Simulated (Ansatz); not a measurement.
# Bi₂Se₃, one structure, two calculations

Cell: a Materials Project structure (computed, not necessarily an observed phase) whose atoms were relaxed with PBE, the cell held.

```
CELL_PARAMETERS angstrom
2.09568 1.20994 9.97623
-2.09568 1.20994 9.97623
0.00000 -2.41989 9.97623
ATOMIC_POSITIONS crystal
Bi 0.39818 0.39818 0.39818
Bi 0.60182 0.60182 0.60182
Se 0.00000 0.00000 0.00000
Se 0.21632 0.21632 0.21632
Se 0.78368 0.78368 0.78368
```

Sites (sets of like atoms) are named by element and the number of their first atom in this list.

First run. Computed with Ansatz: DFT, PBE, plane waves and PAW, scalar-relativistic, 420 eV cutoff, Γ-centred 8×8×8 k-points, Fermi–Dirac smearing 0.02 eV.

```csv
site,atom,V_zz (10²¹ V/m²),η
Bi,1,0.36,0.00
Se3,3,7.04,0.00
Se4,4,-3.13,0.00
```

Second run. The same atoms and settings, except that the functional is r2SCAN and the cutoff is 500 eV.

Question: Given the first result, estimate the second.

Answer: 

| site | atom | V_zz | η | change of V_zz |
| --- | --- | --- | --- | --- |
| Bi | 1 | 1.09 | 0.00 | +0.73 |
| Se3 | 3 | 7.02 | 0.00 | -0.02 |
| Se4 | 4 | -3.76 | 0.00 | -0.63 |

The largest change of V_zz is on Bi, from 0.36 to 1.09. In per cent, |V_zz| changes by 0 to +20 on Se (all sites that start above 0.5).

Spin–orbit coupling is left out, which shifts gradients on Bi by a few per cent in wide-gap crystals, and can shift them far more where the calculated gap is small or absent, as here.
For the first run: With a gap of 0.4 eV on this mesh, small gradients can still move by 0.1 × 10²¹ V/m² or more as the k-mesh gets denser.
